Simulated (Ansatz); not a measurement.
The start is a generated cell, SnSe built in the 4H structure type. The cell and all atomic positions are relaxed at zero pressure with r2SCAN (plane waves to 500 eV, PAW, scalar-relativistic; Ansatz, a quantum-chemistry and plane-wave program). The first steps use a coarse 6×6×2 k-mesh.

Initial structure:
```
SnSe
1.0
    4.54457     0.00000     0.00000
   -2.27229     3.93572     0.00000
    0.00000     0.00000    14.87777
Sn Se
4 4
Direct
  0.00000   0.00000   0.00000
  0.00000   0.00000   0.50000
  0.66667   0.33333   0.75018
  0.33333   0.66667   0.25018
  0.00000   0.00000   0.81216
  0.00000   0.00000   0.31216
  0.66667   0.33333   0.56329
  0.33333   0.66667   0.06329
```

Q: How large is the pressure on the unrelaxed cell, and of which sign?

A: +5.5 GPa (positive: the cell is compressed).

Q: What is the largest force in the starting geometry, and on which atom (counted from 1)?

A: 0.14 eV/Å, on Se7, Se8 (atoms numbered as listed).

Q: How much energy is released per atom?

A: 0.20 eV/atom.

Q: Is the relaxed structure metallic? Give its gap.

A: 0.70 eV, indirect (valence top at K, conduction bottom at 57 % of the way from K to Γ) (no spin-orbit coupling).

Q: Write out the relaxed structure.

A: 
```cif
data_Se4Sn4
_chemical_formula_sum 'Sn4 Se4'
_space_group_name_H-M_alt 'P63mc'
_space_group_IT_number 186
_space_group_name_Hall 'P 6c -2c'
_cell_length_a 5.08550
_cell_length_b 5.08550
_cell_length_c 11.92483
_cell_angle_alpha 90.000
_cell_angle_beta 90.000
_cell_angle_gamma 120.000
loop_
_atom_site_label
_atom_site_type_symbol
_atom_site_symmetry_multiplicity
_atom_site_Wyckoff_symbol
_atom_site_fract_x
_atom_site_fract_y
_atom_site_fract_z
_atom_site_occupancy
Sn1 Sn 2 a 0.00000 0.00000 0.02391 1
Sn2 Sn 2 b 0.33333 0.66667 0.27364 1
Se1 Se 2 a 0.00000 0.00000 0.28559 1
Se2 Se 2 b 0.33333 0.66667 0.04249 1
```

The space group stays P6₃mc (No. 186) (the run could not lower it), with 8 atoms in the primitive cell. Final values are on a 8×8×3 k-mesh of the relaxed cell. No spin polarisation in the result.

The run could not lose the symmetry of its start: the end is stationary, and may be a saddle point rather than a minimum.

The relaxed structure here is a generated cell of SnSe: the first start was made by placing the elements on the sites of a structure type, and the end was not matched to a known phase here, so it may be hypothetical. Known forms of SnSe include space group No. 62.
